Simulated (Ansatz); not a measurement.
Values for one crystal, relaxed and computed with PBE in the plane-wave PAW code Ansatz; other levels are named.

- Volume per atom: 9.32 Å³
- Electronic character: metallic (no gap)
- Density of states at the Fermi level: 1.1 states/eV per atom (mean over ±0.08 eV)
- Formation energy from the elements (no fitted shifts): 0.48 eV/atom

Problem. Which compound is it?
(A) CoNiN2, R-3m (Co on 3b, Ni on 3a, N on 6c)
(B) IrPtN2, R-3m (Ir on 3b, Pt on 3a, N on 6c)
(C) GaMo2N, P6_3/mmc (Ga on 2d, Mo on 4f, N on 2a)
(D) Co2Si, Pnma (Co on 4c, Co on 4c, Si on 4c)

Solution. A, CoNiN2, R-3m (Co on 3b, Ni on 3a, N on 6c)

The start of the workflow was typed in or built on a structure type; neither database checked (COD, Materials Project) lists it. Whether it is the stable phase at ambient conditions was not checked. Symmetry was held in the PBE relaxation; whether a distortion lowers the energy is not shown. The final state is ferromagnetic, the only order run, not a proven ground state. Its formation energy is positive at this level, so the cell may be metastable or incomplete. No Hubbard U is applied. The references are the lowest solids computed at this level, not always the standard phases (solids in place of the gases).

Potentials: the earlier of the program's two PAW sets.
